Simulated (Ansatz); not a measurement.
Data:

TiRh:
```cif
data_RhTi
_chemical_formula_sum 'Ti1 Rh1'
_space_group_name_H-M_alt 'P 1'
_space_group_IT_number 1
_cell_length_a 2.90017
_cell_length_b 2.90017
_cell_length_c 3.34246
_cell_angle_alpha 90.000
_cell_angle_beta 90.000
_cell_angle_gamma 90.000
loop_
_space_group_symop_operation_xyz
  'x, y, z'
loop_
_atom_site_label
_atom_site_type_symbol
_atom_site_fract_x
_atom_site_fract_y
_atom_site_fract_z
_atom_site_occupancy
Ti1 Ti 0.50000 0.50000 0.50000 1
Rh1 Rh 0.00000 0.00000 0.00000 1
```

This is the LDA-relaxed structure.

Problem. All from plane-wave PAW LDA (Ansatz code), unless another level is named. Predict the formation energy from the elements (no fitted shifts).

Solution. -748 meV/atom.

Problem. Next, the density of states at the Fermi level?

Solution. 1.3 states/eV per atom (mean over ±0.08 eV).

Space group P4/mmm (L1₀ or tetragonal B2). The first step of the workflow began from a Materials Project structure, measured or hypothetical; the Crystallography Open Database files this formula in space group No. 123, but the cells were not matched. Whether it is the stable phase at ambient conditions was not checked. The LDA relaxation kept the symmetry of its start; of distortions, only those at the zone centre were tested. No spin polarisation was allowed. The references are the lowest solids computed at this level, not always the standard phases. Spin–orbit coupling is left out wherever it is not named.

Potentials: the later of the program's two PAW sets.
